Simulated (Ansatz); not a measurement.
Input file for Ansatz (a program for electronic structure):

Ansatz 0.2 input:
```yaml
crystal:
  lattice:
    - [5.4375513972, 0.0, 0.0]
    - [0.0, 7.5924167785, 0.0]
    - [0.0, 0.0, 5.3357916775]
  atoms:
    - { symbol: Ca, position: [0.5441890525, 0.75, 0.5094855693] }
    - { symbol: Ca, position: [0.4558109475, 0.25, 0.4905144307] }
    - { symbol: Ca, position: [0.9558109475, 0.25, 0.0094855693] }
    - { symbol: Ca, position: [0.0441890525, 0.75, 0.9905144307] }
    - { symbol: Ti, position: [0.5, 0.5, 0.0] }
    - { symbol: Ti, position: [0.0, 0.5, 0.5] }
    - { symbol: Ti, position: [0.0, 0.0, 0.5] }
    - { symbol: Ti, position: [0.5, 0.0, 0.0] }
    - { symbol: O, position: [0.4799298675, 0.75, 0.0791817985] }
    - { symbol: O, position: [0.5200701325, 0.25, 0.9208182015] }
    - { symbol: O, position: [0.0200701325, 0.25, 0.5791817985] }
    - { symbol: O, position: [0.9799298675, 0.75, 0.4208182015] }
    - { symbol: O, position: [0.7907487965, 0.9583610635, 0.7913621187] }
    - { symbol: O, position: [0.2092512035, 0.0416389365, 0.2086378813] }
    - { symbol: O, position: [0.7092512035, 0.0416389365, 0.2913621187] }
    - { symbol: O, position: [0.2907487965, 0.9583610635, 0.7086378813] }
    - { symbol: O, position: [0.2907487965, 0.5416389365, 0.7086378813] }
    - { symbol: O, position: [0.7092512035, 0.4583610635, 0.2913621187] }
    - { symbol: O, position: [0.2092512035, 0.4583610635, 0.2086378813] }
    - { symbol: O, position: [0.7907487965, 0.5416389365, 0.7913621187] }
kpoints:
  mp_grid: { grid: [4, 4, 4] }
hamiltonian:
  xc: pbesol
  pseudopotentials: { azcp: { folder: ./paw }, kind: paw }
scf:
  occupations: { method: fixed }
phonons:
  method: dfpt
  response_accuracy: low
  qmesh: [2, 2, 2]
  interpolated_qmesh: [10, 7, 10]
  dielectric: true
  rigid_motions: translations
  temperatures: { t_max: 1000, t_step: 50 }
  qpath:
    path:
      - [[0.0, 0.0, 0.0], [0.5, 0.0, 0.0], [0.5, 0.5, 0.0], [0.0, 0.5, 0.0], [0.0, 0.0, 0.0], [0.0, 0.0, 0.5], [0.5, 0.0, 0.5], [0.5, 0.5, 0.5], [0.0, 0.5, 0.5], [0.0, 0.0, 0.5]]  # Γ-X-S-Y-Γ-Z-U-R-T-Z
      - [[0.5, 0.0, 0.0], [0.5, 0.0, 0.5]]  # X-U
      - [[0.0, 0.5, 0.0], [0.0, 0.5, 0.5]]  # Y-T
      - [[0.5, 0.5, 0.0], [0.5, 0.5, 0.5]]  # S-R
    npoints: 7
```

Output (shortened):

```
WARN phonons: the dynamical matrix that this run interpolates holds no multipole term above the dipole-dipole one, and a site of this crystal is no centre of …
Pseudopotential: Ca, paw, valence charge 10
Pseudopotential: Ti, paw, valence charge 12
Pseudopotential: O, paw, valence charge 6
Functional definition: PBEsol
Crystal: 20 atoms, lattice volume = 220.284 Å³
Basis set: ecut = 420 eV, 4275 PW (Γ), exchange–correlation on 80×108×72 points (8 copies of the dense FFT grid, shifted against one another)
Bands: 100, of which v1, the nominal top of the filled ones, is band 80 counted from 1 (79 counted from 0)
Symmetry: 8 space group operations
k-points: 36 of 64 (irreducible under 1 space group operation, time reversal used)
SCF 1 converged in 12 iterations: F = -23835.055812 eV  dr2 = 8.87e-11
── the response to a field inside a basis, on 8×6×8 k-points: an SCF that follows is theirs, and a resumed run solves both again ──
Crystal: 20 atoms, lattice volume = 220.284 Å³
Bands: 81, of which v1, the nominal top of the filled ones, is band 80 counted from 1 (79 counted from 0)
k-points: 48 of 384
SCF 1 converged in 5 iterations: F = -23834.849815 eV  dr2 = 6.14e-8
WARN: field response: ε∞ stands inside a basis, on 8×6×8 points …
SCF converged after 12 iterations
Free energy (F): -23835.055812 eV
Harris-Foulkes:  -23835.055812 eV  (|F-HF|=2.55e-11)
Internal energy: -23835.055812 eV  (E = F + TS)
E sigma→0 (E₀):  -23835.055812 eV
Fermi energy:    9.037909 eV
--- Per-component energies (eV) ---
  E_band       = -1051.912651
  E_kinetic    = 4164.075632
  E_local      = -9575.655566  (includes V_loc(G=0)·N_el)
  E_nonlocal   = 1228.837866
  E_hartree    = 3468.113242
  E_xc         = -1829.416119
  E_vxc        = -2319.027721  (∫ρ·V_xc dr)
  E_paw        = -9316.412392  (= ΣΔE_a)
  E_vpaw       = -1486.378387  (= ΣTr[D̂ρ^β])
  E_aug_tail   = 0.009057  (compensation charges beyond the density's cutoff)
  E_ewald      = -11976.063704
  E_core_change = 1.456171  (= ΣΔE_core)
  E_smearing   =  0.000000  (= −TS)
  E_closure    =  0.000000  (closes the sum)
  Σ components = -23835.055812   (vs F -23835.055812, Δ=0.00e0)
--- Band table (eV; the first three rows and the last of 36) ---
[...]
        275.18      1             0.0000
        281.95      1             0.0000
        293.29      1             0.0000
        301.25      1            14.4549
        316.97      1            10.1545
        332.86      1             0.0000
        342.00      1             0.0000
        343.38      1             0.5136
        352.62      1             0.0000
        360.87      1             0.0000
        367.29      1             1.8643
        402.47      1             7.0867
        422.78      1             0.0000
        430.56      1            14.8762
        445.23      1             0.0000
        445.91      1             0.0000
        450.04      1             0.0000
        454.32      1             0.0000
        466.50      1            11.4888
        475.34      1             1.0673
        481.92      1             0.0000
        483.05      1             2.9615
        484.53      1             0.0330
        489.94      1             0.0000
        496.01      1             0.0000
        496.46      1             0.0000
        509.99      1            35.8284
        511.91      1             0.0000
        526.75      1            33.2120
        550.26      1             0.2269
        736.59      1             0.0000
        762.06      1           307.8458
        764.48      1             0.0000
        798.83      1             0.0000
  optical modes at Γ + LO–TO along q̂ = [0.0000, 0.0000, 1.0000]:
      ω (cm⁻¹)  modes    IR ((D/Å)²/amu)
         56.65      1           251.0207
         59.20      1            99.2728
         84.16      1             0.0000
        104.40      1           152.0047
        114.55      1             0.0000
        139.65      1             0.0000
        149.04      1             0.0000
        153.85      1             0.0515
        162.36      1            13.1027
        168.76      1             0.0000
        174.03      1            10.9982
        183.65      1             0.0000
        187.73      1             0.0000
        194.36      1             0.0000
        197.12      1             0.0000
        197.33      1             0.0000
        206.12      1             0.1911
        221.30      1            10.2719
        224.13      1             0.0000
        233.80      1             0.0000
        248.59      1             0.0000
        252.60      1             8.0275
        257.54      1             3.0932
        275.18      1             0.0000
        281.95      1             0.0000
        293.29      1             0.0000
        301.25      1            14.4549
        308.34      1             1.0772
        332.86      1             0.0000
        342.00      1             0.0000
        343.38      1             0.5136
        352.62      1             0.0000
        360.87      1             0.0000
        365.13      1             0.5346
        409.84      1             6.3371
        422.44      1            11.6927
        422.78      1             0.0000
        445.23      1             0.0000
        445.91      1             0.0000
        450.04      1             0.0000
        454.32      1             0.0000
        474.54      1             0.2027
        481.92      1             0.0000
        483.05      1             2.9615
        484.23      1             0.9944
        488.28      1            11.8739
        489.94      1             0.0000
        496.01      1             0.0000
        496.46      1             0.0000
        509.99      1            35.8284
        511.91      1             0.0000
        516.18      1            45.5432
        550.26      1             0.2269
        736.59      1             0.0000
        752.15      1           299.9538
        764.48      1             0.0000
        798.83      1             0.0000
  non-analytic LO–TO correction: the dipole-dipole term of the run's Born effective charges and high-frequency dielectric tensor (where they are solved with …
--- Phonons (arbitrary-q DFPT): 8 irreducible q on the 2×2×2 mesh ---
  q = [0.0000, 0.0000, 0.0000] (star 1, of the zone-centre solve; hermiticity 4.24e-6, symmetrization 7.86e-7): -0.01  0.00  0.00 23.01 56.65 59.20 84.16 104.40 114.55 139.65 149.04 157.51 162.36 168.76 174.03 183.65 187.73 194.36 197.12 197.33 212.25 221.30 …
  q = [0.0000, 0.0000, -0.5000] (star 1, 12 solved perturbations in 396 linear systems a pass and spin channel, the states on 36 of 64 k-point pairs; hermiticity 2.29e-5, symmetrization 1.14e-5): 97.89 97.89 116.24 116.24 133.20 133.20 137.70 137.70 154.28 …
  q = [0.0000, -0.5000, 0.0000] (star 1, 12 solved perturbations in 396 linear systems a pass and spin channel, the states on 36 of 64 k-point pairs; hermiticity 3.57e-6, symmetrization 5.94e-14): 59.88 59.88 65.24 65.24 116.52 116.52 122.59 122.59 159.73 …
  q = [0.0000, -0.5000, -0.5000] (star 1, 12 solved perturbations in 396 linear systems a pass and spin channel, the states on 36 of 64 k-point pairs; hermiticity 2.49e-5, symmetrization 1.24e-5): 107.87 107.87 121.49 121.49 131.60 131.60 146.19 146.19 157.41 …
  q = [-0.5000, 0.0000, 0.0000] (star 1, 12 solved perturbations in 396 linear systems a pass and spin channel, the states on 36 of 64 k-point pairs; hermiticity 3.47e-6, symmetrization 1.97e-13): 97.95 97.95 121.69 121.69 137.95 137.95 139.84 139.84 158.88 …
  q = [-0.5000, 0.0000, -0.5000] (star 1, 12 solved perturbations in 396 linear systems a pass and spin channel, the states on 36 of 64 k-point pairs; hermiticity 8.56e-5, symmetrization 4.28e-5): 67.76 67.76 76.88 76.88 102.91 102.91 114.00 114.00 140.30 …
  q = [-0.5000, -0.5000, 0.0000] (star 1, 12 solved perturbations in 396 linear systems a pass and spin channel, the states on 36 of 64 k-point pairs; hermiticity 3.47e-6, symmetrization 4.48e-14): 117.17 117.17 117.17 117.17 140.53 140.53 140.53 140.53 …
  q = [-0.5000, -0.5000, -0.5000] (star 1, 12 solved perturbations in 396 linear systems a pass and spin channel, the states on 36 of 64 k-point pairs; hermiticity 3.17e-5, symmetrization 1.59e-5): 88.81 88.81 88.81 88.81 130.82 130.82 130.82 130.82 147.37 …
  sum rule: each row above includes the acoustic sum rule's correction from the zone centre's row sums; it moved no ω² by more than (1.86 cm⁻¹)²
  mesh force constants: q→R imaginary residual 0.00e0; ASR residual 2.954e-4 → 0.000e0 eV/Å²; symmetrization residual 1.776e-15 eV/Å²
  interpolated dispersion: 89 rows × 60 modes
  density of states and harmonic sums: on the 10×7×10 q-mesh, interpolated from the force constants of a 2×2×2 supercell (with the dipole–dipole term)
  largest difference from the sums on the solved wave vectors: F 1.69e-2 eV, S 3.50e-5 and C_V 3.11e-5 eV/K
  zero-point energy: 1.259044 eV/cell   skipped modes (ω ≤ 0): 3   left out of the sums: 7.14e-5 of the cell's modes …
```

Cost: roughly 2.5 core-hours on shared cores.

Space group Pnma. The first step of the workflow began from a Materials Project structure, measured or hypothetical; the Crystallography Open Database files this formula in space group No. 62, but the cells were not matched. Its standing as an ambient phase is unchecked. Symmetry was held in the PBEsol relaxation. The run is not spin-polarised.

Potentials: the earlier of the program's two PAW sets. The files were generated under PBE; for other functionals the program regenerates the frozen cores, and for LDA and PBEsol the local potential too.

Ansatz is a plane-wave DFT program.
